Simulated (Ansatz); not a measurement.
SiO2:
Space group P6₃22 (No. 182); a = b = 5.035 Å, c = 8.566 Å, α = β = 90.00°, γ = 120.00°

```tsv
atom	site	symmetry	x	y	z
Si	4f	3..	0.3333	0.6667	0.0629
O	6g	.2.	0.0000	0.4130	0.0000
O	2c	3.2	0.3333	0.6667	0.2500
```

Relaxed with r²SCAN. r²SCAN (plane waves, PAW; program Ansatz) gives a gap of 6.18 eV.

What gap does HSE06 give on the same cell (Ansatz, PAW)?

7.32 eV, 1.14 eV more. The hybrid was solved on a coarser mesh and at special points; the gap given is the minimum over both.

| k | v1 r²SCAN | c1 r²SCAN | v1 HSE06 | c1 HSE06 |
|---|---|---|---|---|
| Γ | -0.07 | 6.18 | -0.07 | 7.32 |
| A | -0.20 | 6.98 | [?] | [?] |
| K | -0.17 | 9.32 | [?] | [?] |
| H | -0.58 | 9.48 | [?] | [?] |
| M | -0.05 | 8.54 | -0.06 | 9.72 |
| L | -0.38 | 9.01 | [?] | [?] |

Top valence (v1) and lowest conduction level (c1) in eV from each method's valence maximum (which need not be a listed point): supply the withheld HSE06 values.


- H, v1 HSE06: -0.61
- H, c1 HSE06: 10.60
- K, v1 HSE06: -0.17
- K, c1 HSE06: 10.50
- L, v1 HSE06: -0.40
- L, c1 HSE06: 10.16
- A, v1 HSE06: -0.20
- A, c1 HSE06: 8.13

Cost on shared cores: the r²SCAN run (SCF on a 7×7×4 mesh, then bands and DOS) about 2.7 core-minutes (a rough figure), the HSE06 run (SCF on 4×4×2, then a few points) about 2.6 core-minutes (a rough figure); the tasks are unlike.

Space group P6_322. The workflow started from a Materials Project entry (that database holds measured and hypothetical structures alike); the Crystallography Open Database copy checked does not list it. It is not the phase usual at ambient conditions (space group No. 92, 152, 154). Symmetry was held in the r²SCAN relaxation. At this level the phase is dynamically unstable (imaginary phonons).

Potentials: the earlier of the program's two PAW sets.
